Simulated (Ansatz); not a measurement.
Clean, relaxed (110) surface of W, space group Im-3m (No. 229) (top face towards +c; atoms held fixed, by place in the list: 1, 2):

```
CELL_PARAMETERS angstrom
2.73176 0.00000 0.00000
-0.91059 2.57552 0.00000
0.00000 0.00000 23.69141
ATOMIC_POSITIONS crystal
W 0.50000 0.50000 0.35878
W 0.00000 0.00000 0.45293
W 0.50000 0.50000 0.54715
W 0.00000 0.00000 0.63786
```

These are results of DFT PBEsol, scalar-relativistic, plane waves, PAW in Ansatz 0.2.0, not measurements. Settings: cutoff 420 eV, Γ-centred mesh 11×11×1 on the computed 4-atom cell, Gaussian smearing of 0.10 eV; no spin polarisation. The cell repeats along c with a dipole correction in the vacuum.

The adsorption energy is E(slab + adsorbate) − E(slab) − E(free adsorbate, spin-polarised where open-shell). With the adsorbate the cell is lengthened along c to keep the vacuum.

Question: CO is put on the top face (one adsorbate per 7.0 Å²) at each of these sites and relaxed. Order them from strongest to weakest binding.
A. bridge (W-W) at (0.50, 0.00)
B. top (W) at (0.00, 0.00)
C. hollow (W-W-W) at (0.33, 0.67)

Answer: C (-1.94 eV), B (-1.83 eV), A (-1.76 eV).

Each end is the local minimum or symmetric point that its start leads to. The slab is only 6.7 Å thick, so the energies aren't converged with thickness.